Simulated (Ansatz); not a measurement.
## Zone-centre phonons of FeNi at 6 GPa: input and output

Computed with DFT LDA, scalar-relativistic, plane waves, PAW in Ansatz.

Launched with:
```bash
ansatz run input.yaml --threads 1 --pin off --max-ram 3072MiB --backend cpu --events-out ev --progress --plain --runs-dir out
```

Input (bare energies are in eV):
```yaml
crystal:
  lattice:
    - [2.4043370679, 0.0, 0.0]
    - [0.0, 2.4043370679, 0.0]
    - [0.0, 0.0, 3.4850122226]
  atoms:
    - { symbol: Fe, position: [0.0, 0.0, 0.0], spin: 2.48 }
    - { symbol: Ni, position: [0.5, 0.5, 0.5], spin: 0.71 }
basis:
  ecutwfc: 420
kpoints:
  mp_grid: { grid: [18, 18, 12] }
hamiltonian:
  xc: lda
scf:
  occupations: { method: gaussian, width: 0.2 }
output:
  eigenvalues: true
  populations: true
magnetization:
  spin_polarized: true
phonons:
  method: dfpt
  eigenvectors: true
```

The end of the output:
```
--- Phonons (Γ-DFPT): 4 representative perturbations + reference, on 700 of 3888 k-points (Σ response iterations 12) ---
  k mesh reduced under 8 symmetry operations, with k and −k counted as one. Each operation leaves every solved displacement unchanged or reverses it
  ASR residual: 1.402e-4 → 0.000e0 eV/Å²; symmetrization residual: 4.568e-6 eV/Å²
  ASR residual per site (eV/Å²): 2.15e-5 1.40e-4
  Γ frequencies (cm⁻¹): 0.00 0.00 0.00 224.43 224.43 317.17
  non-analytic LO–TO correction: not included (Born effective charges unavailable; polar crystals: no LO–TO splitting at Γ)
--- Löwdin populations: 2 sites ---
  site symbol q [e]    m [muB]
     0     Fe     15.8348     2.3160
     1     Ni     17.7405     0.6317
  spilling = 0.012489 (of n_electrons = 34.000000)
```

The run took 6.3 min on 1 thread of Arm Neoverse V1, with other jobs on the host, peak memory 1.8 GiB.

In a metal, frequencies and elastic constants depend on the k mesh and the smearing, soft modes and shear constants most. Other phases may be more stable at this pressure.